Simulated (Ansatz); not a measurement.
Si₂Mo:
```yaml
crystal:
  lattice:
    - [-1.59514, 1.59514, 3.91033]
    - [1.59514, -1.59514, 3.91033]
    - [1.59514, 1.59514, -3.91033]
  atoms:
    - { symbol: Mo, position: [0.00000, 0.00000, 0.00000] }
    - { symbol: Si, position: [0.33506, 0.33506, 0.00000] }
    - { symbol: Si, position: [0.66494, 0.66494, 0.00000] }
```

Relaxed with PBEsol. Special points in fractions of this cell's reciprocal vectors: Γ (0.000, 0.000, 0.000); X (0.000, 0.000, 0.500); P (0.250, 0.250, 0.250); N (0.000, 0.500, 0.000); M (0.500, 0.500, -0.500); S (0.292, 0.708, -0.292); S0 (-0.292, 0.292, 0.292); R (-0.083, 0.083, 0.500); G (0.500, 0.500, -0.083).

Problem. List the band energies nearest the Fermi level at these points for PBEsol (plane waves, PAW; program Ansatz).

Solution. In eV from the Fermi level; about four levels below and three above (degenerate sets whole), none deeper than 8.9 eV; points with the same levels are listed once.

```json
[
 {"k": "Γ", "below": "-3.40 -3.15 -2.65 -2.65", "above": "0.37 3.13 3.22"},
 {"k": "X", "below": "-5.18 -4.48 -3.11 -1.23", "above": "2.33 2.76 3.18"},
 {"k": "P", "below": "-6.18 -2.73 -2.11 -2.11", "above": "0.32 2.33 4.03 4.03"},
 {"k": "N", "below": "-4.53 -2.63 -2.61 -0.52", "above": "2.28 3.13 4.14"},
 {"k": "M", "below": "-0.59 -0.59 -0.47 -0.47", "above": "0.51 4.76 5.24"},
 {"k": "S", "below": "-2.85 -2.52 -2.31 -0.42", "above": "1.52 3.00 3.68"},
 {"k": "R", "below": "-4.48 -3.82 -2.98 -1.81", "above": "1.78 2.06 2.64"}
]
```

Space group I4/mmm (MoSi2 or CaC2 type). The PBEsol relaxation kept the symmetry of its start. The run is not spin-polarised. Spin–orbit coupling is left out wherever it is not named.

Potentials: the later of the program's two PAW sets.
